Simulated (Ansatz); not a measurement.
**Sensitivity of the gradients in La₄MgNiO₈ to the input**

Cell: a computed structure from the Materials Project (it need not be an observed phase), taken as it stands.

```cif
data_La4MgNiO8
_symmetry_space_group_name_H-M 'Cmmm'
_symmetry_Int_Tables_number 65
_cell_length_a 5.5406
_cell_length_b 12.5311
_cell_length_c 5.5363
_cell_angle_alpha 90.000
_cell_angle_beta 90.000
_cell_angle_gamma 90.000
loop_
_atom_site_label
_atom_site_type_symbol
_atom_site_symmetry_multiplicity
_atom_site_Wyckoff_symbol
_atom_site_fract_x
_atom_site_fract_y
_atom_site_fract_z
La1 La 4 i 0.5000 0.6367 0.0000
La3 La 4 j 0.5000 0.8633 0.5000
Mg Mg 2 b 0.5000 0.0000 0.0000
Ni Ni 2 d 0.0000 0.0000 0.5000
O7 O 4 i 0.5000 0.8213 0.0000
O9 O 8 o 0.2514 0.0000 0.2490
O11 O 4 j 0.5000 0.3211 0.5000
```

One atom of each set is listed; the run and its k-mesh use a cell of 14 atoms with edges of 6.85, 6.85, 5.54 Å.

Reference run. Method: Kohn–Sham DFT in Ansatz, PBE, plane waves and PAW, scalar-relativistic, collinear spin, 420 eV cutoff, Γ-centred 4×4×4 k-points, Fermi–Dirac smearing 0.02 eV. Start moments as typed (μB): 2 on each Ni, none on the rest.

**Question.** The input is changed as follows: `basis.ecutwfc`: not typed → 800 eV. What happens to V_zz (10²¹ V/m²) and η?

**Answer.** 

| site | V_zz reference | η reference | V_zz changed | η changed |
| --- | --- | --- | --- | --- |
| La1 | -17.09 | 0.02 | -17.07 | 0.02 |
| La3 | -15.91 | 0.01 | -15.89 | 0.01 |
| Mg | 2.94 | 0.00 | 2.95 | 0.00 |
| Ni | 9.97 | 0.01 | 9.92 | 0.01 |
| O7 | -2.82 | 0.01 | -2.82 | 0.01 |
| O9 | 1.13 | 0.56 | 1.14 | 0.55 |
| O11 | -0.13 | 0.02 | -0.13 | 0.03 |

The largest change of V_zz is on Ni, from 9.97 to 9.92. In per cent, |V_zz| changes by 0 on La, 0 on Mg, -1 on Ni, 0 to +1 on O (all sites that start above 0.5). SCF iterations: 18 and 15.

On the reference run: Without spin–orbit coupling (the program notes it for La) the gradients can shift somewhat, as the gap is small. With these PAW files V_zz is typically within 2 to 3 % of all-electron values, but misses above 10 % occur on Ni. With a gap of 0.4 eV on this mesh, small gradients can still move by 0.1 × 10²¹ V/m² or more as the k-mesh gets denser. All moments are parallel here, as the start or the cell imposes; many such compounds order antiparallel, where fields and spin densities carried over to other atoms largely cancel. The magnetic order is the one that the run reached from its start moments, not necessarily the measured one.
